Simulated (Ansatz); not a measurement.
AlBN2:
```yaml
crystal:
  lattice:
    - [-2.04375, 2.04375, 3.80859]
    - [2.04375, -2.04375, 3.80859]
    - [2.04375, 2.04375, -3.80859]
  atoms:
    - { symbol: Al, position: [0.75000, 0.25000, 0.50000] }
    - { symbol: Al, position: [0.00000, 0.00000, 0.00000] }
    - { symbol: B, position: [0.25000, 0.75000, 0.50000] }
    - { symbol: B, position: [0.50000, 0.50000, 0.00000] }
    - { symbol: N, position: [0.18185, 0.12500, 0.55685] }
    - { symbol: N, position: [0.87500, 0.43185, 0.05685] }
    - { symbol: N, position: [0.56815, 0.62500, 0.44315] }
    - { symbol: N, position: [0.37500, 0.81815, 0.94315] }
```

Tensor components refer to the Cartesian frame of this cell.

### Question
Give the proper piezoelectric stress tensor with relaxed ions from the program Ansatz at the PBEsol level (PAW).

### Answer
In C/m², rows x, y, z, Voigt columns; mesh uncertainty up to 0.00.
```
 0.00   0.00   0.00  -0.08   0.00   0.00
 0.00   0.00   0.00   0.00  -0.08   0.00
 0.00   0.00   0.00   0.00   0.00  -0.95
```

The elastic tensor of the same run (GPa):

```
487  158  210  0.0  0.0  0.0
158  487  210  0.0  0.0  0.0
210  210  333  0.0  0.0  0.0
0.0  0.0  0.0  256  0.0  0.0
0.0  0.0  0.0  0.0  256  0.0
0.0  0.0  0.0  0.0  0.0  216
```

### Question
Convert to strain constants d = e·S.

### Answer
In pC/N:
```
 0.0   0.0   0.0  -0.3   0.0   0.0
 0.0   0.0   0.0   0.0  -0.3   0.0
 0.0   0.0   0.0   0.0   0.0  -4.4
```

Space group I-42d (chalcopyrite). The start of the workflow was typed in or built on a structure type; neither database checked (COD, Materials Project) lists it. Its standing as an ambient phase is unchecked. The cell was relaxed with PBEsol under the symmetry of its start; whether a distortion lowers the energy is not shown. Signs of piezoelectric constants follow the polarity of the cell as given.

Potentials: the earlier of the program's two PAW sets. The files were generated under PBE; for other functionals the program regenerates the frozen cores, and for LDA and PBEsol the local potential too.
